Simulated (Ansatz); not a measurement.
La5Ge3:
```yaml
crystal:
  lattice:
    - [9.00879, 0.00000, 0.00000]
    - [-4.50440, 7.80184, 0.00000]
    - [0.00000, 0.00000, 6.98888]
  atoms:
    - { symbol: La, position: [0.66667, 0.33333, 0.00000] }
    - { symbol: La, position: [0.33333, 0.66667, 0.00000] }
    - { symbol: La, position: [0.33333, 0.66667, 0.50000] }
    - { symbol: La, position: [0.66667, 0.33333, 0.50000] }
    - { symbol: La, position: [0.75418, 0.75418, 0.75000] }
    - { symbol: La, position: [0.24582, 0.24582, 0.25000] }
    - { symbol: La, position: [0.00000, 0.75418, 0.25000] }
    - { symbol: La, position: [0.00000, 0.24582, 0.75000] }
    - { symbol: La, position: [0.24582, 0.00000, 0.75000] }
    - { symbol: La, position: [0.75418, 0.00000, 0.25000] }
    - { symbol: Ge, position: [0.39283, 0.39283, 0.75000] }
    - { symbol: Ge, position: [0.60717, 0.60717, 0.25000] }
    - { symbol: Ge, position: [0.00000, 0.39283, 0.25000] }
    - { symbol: Ge, position: [0.00000, 0.60717, 0.75000] }
    - { symbol: Ge, position: [0.60717, 0.00000, 0.75000] }
    - { symbol: Ge, position: [0.39283, 0.00000, 0.25000] }
```

Relaxed with r²SCAN. Special points in fractions of this cell's reciprocal vectors: Γ (0.000, 0.000, 0.000); M (0.500, 0.000, 0.000); K (0.333, 0.333, 0.000); A (0.000, 0.000, 0.500); L (0.500, 0.000, 0.500); H (0.333, 0.333, 0.500).

Question: List the band energies nearest the Fermi level at these points for the program Ansatz at the r²SCAN level (PAW).

Answer: In eV from the Fermi level; about four levels below and three above (degenerate sets whole), none deeper than 8.9 eV; points with the same levels are listed once.

```
k                                below                                    above
-  -----------------------------------  ---------------------------------------
Γ              -0.25 -0.14 -0.14 -0.09                           0.12 0.15 0.15
M              -0.65 -0.51 -0.39 -0.07                           0.16 0.30 0.30
K              -0.34 -0.34 -0.33 -0.15                      0.32 0.40 0.44 0.44
A              -0.03 -0.03 -0.03 -0.03  0.96 0.96 1.15 1.15 1.15 1.15 1.15 1.15
L              -0.90 -0.90 -0.02 -0.02                      0.17 0.17 0.28 0.28
H  -1.00 -1.00 -1.00 -1.00 -0.05 -0.05                      0.15 0.15 0.15 0.15
```

Space group P6_3/mcm. The first step of the workflow began from a Materials Project structure, measured or hypothetical; the Crystallography Open Database copy checked does not list it. Whether it is the stable phase at ambient conditions was not checked. Symmetry was held in the r²SCAN relaxation; whether a distortion lowers the energy is not shown. Scalar-relativistic: spin–orbit coupling is off unless named, which matters more the heavier the elements.

Potentials: the earlier of the program's two PAW sets.
